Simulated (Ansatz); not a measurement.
Data sheet: CuAu (DFT)

CuAu:
```cif
data_AuCu
_chemical_formula_sum 'Cu1 Au1'
_space_group_name_H-M_alt 'P 1'
_space_group_IT_number 1
_cell_length_a 4.50890
_cell_length_b 4.50890
_cell_length_c 4.50890
_cell_angle_alpha 36.971
_cell_angle_beta 36.971
_cell_angle_gamma 36.971
loop_
_space_group_symop_operation_xyz
  'x, y, z'
loop_
_atom_site_label
_atom_site_type_symbol
_atom_site_fract_x
_atom_site_fract_y
_atom_site_fract_z
_atom_site_occupancy
Cu1 Cu 0.50000 0.50000 0.50000 1
Au1 Au 0.00000 0.00000 0.00000 1
```

Space group R-3m (No. 166); conventional cell a = 2.8593 Å, b = 2.8593 Å, c = 12.5875 Å, α = 90.00°, β = 90.00°, γ = 120.00°.

Method: r²SCAN (plane waves, PAW; program Ansatz). Structure relaxed to zero pressure with the same functional. Other levels are named where they apply.

Cell and energy:

| Property | Result |
|---|---|
| Volume per atom | 14.85 Å³ |
| Density | 14.56 g/cm³ |
| Formation energy from the elements (no fitted shifts) | 0.027 eV/atom |

Electronic structure:

| Quantity | Result |
|---|---|
| Electronic character | metallic (no gap) |
| Density of states at the Fermi level | 0.31 states/eV per atom (mean over ±0.08 eV) |
| Gap with spin–orbit coupling | none (metallic) |

Mechanics:

| Property | Result |
|---|---|
| Bulk modulus (Birch–Murnaghan fit) | 149 GPa |
| Pressure derivative B′ | 5.6 |

Phonons:

| Item | Result |
|---|---|
| Highest zone-centre frequency | 214 cm^-1 |
| Zone-centre stability | no imaginary mode at Γ |

Charges:

| Quantity | Result |
|---|---|
| Bader charges | Cu +0.29, Au -0.29 e |

The first step of the workflow began from a Materials Project structure, measured or hypothetical; the Crystallography Open Database copy checked does not list it. It is not the phase usual at ambient conditions (space group No. 123). The cell was relaxed with r²SCAN under the symmetry of its start. No spin polarisation was allowed. As this level gives no gap, phonon frequencies hold no LO–TO term and depend on the k-mesh and smearing (Fermi–Dirac, 0.1 eV here). Axis ratios of metals converge slowly with the k-mesh, so a and c are less sure than the volume. The references are the lowest solids computed at this level, not always the standard phases. Scalar-relativistic: spin–orbit coupling is off unless named, which matters more the heavier the elements.

Potentials: the later of the program's two PAW sets.
